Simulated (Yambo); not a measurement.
# How GW settings move the gap: KTaO$_{3}$

G0W0@LDA for KTaO3 (cubic perovskite, space group Pm-3m, No. 221) in Yambo. Reference settings: 4×4×4 Γ-centred k mesh, bands 2 to 123 and a 8 Ry block in the screening, 123 bands in G with the Bruneval-Gonze terminator, plasmon pole fitted at 27.2 eV. The LDA gap R → Γ on this mesh is 2.08 eV; G0W0 gaps are taken between the same points.

| change from the reference | G0W0 gap R → Γ (eV) | shift of the valence edge (eV) | rough Yambo cost |
|---|---|---|---|
| reference settings | 3.72 | -0.49 | 1 |
| 50 bands in W, 50 bands in G | 3.91 | -0.28 | about 1/3 |
| 97 bands in W, 97 bands in G | 3.76 | -0.46 | within a factor of two |
| exchange cut at 40 Ry | 3.67 | -0.44 | – |
| 35 bands in W, 35 bands in G, 2 Ry block | 4.48 | -0.52 | about 1/7 |
| 35 bands in W, 35 bands in G, 3 Ry block | 4.23 | -0.29 | about 1/6 |
| 35 bands in W, 35 bands in G, 5 Ry block | 4.11 | -0.21 | about 1/5 |
| 35 bands in W, 35 bands in G, 6 Ry block | 4.10 | -0.21 | about 1/5 |
| 97 bands in W, 97 bands in G, 2 Ry block | 4.08 | -0.58 | within a factor of two |
| 97 bands in W, 97 bands in G, 3 Ry block | 3.82 | -0.41 | within a factor of two |
| 3 Ry block | 3.78 | -0.42 | within a factor of two |
| 35 bands in W, 35 bands in G, 3 Ry block, no terminator | 4.43 | -0.03 | about 1/5 |
| 35 bands in W, 35 bands in G, no terminator | 4.24 | 0.20 | about 1/4 |
| 70 bands in W, 70 bands in G, no terminator | 3.85 | -0.05 | within a factor of two |
| no terminator | 3.70 | -0.27 | within a factor of two |

The reference isn't shown to be the converged limit. Costs are rough (shared machines), scaled to the same edge states, and given only for runs that recompute the screening.

Without spin-orbit coupling, band edges of such heavy elements can be off by tenths of an eV. The cell is held in this high symmetry; tilts and polar distortions were not searched.

Geometry of the Materials Project entry, not relaxed at this level; primitive cell a = b = c = 3.995 Å, α = β = γ = 90.00°.

A shift is the quasiparticle energy of the state minus its LDA energy.
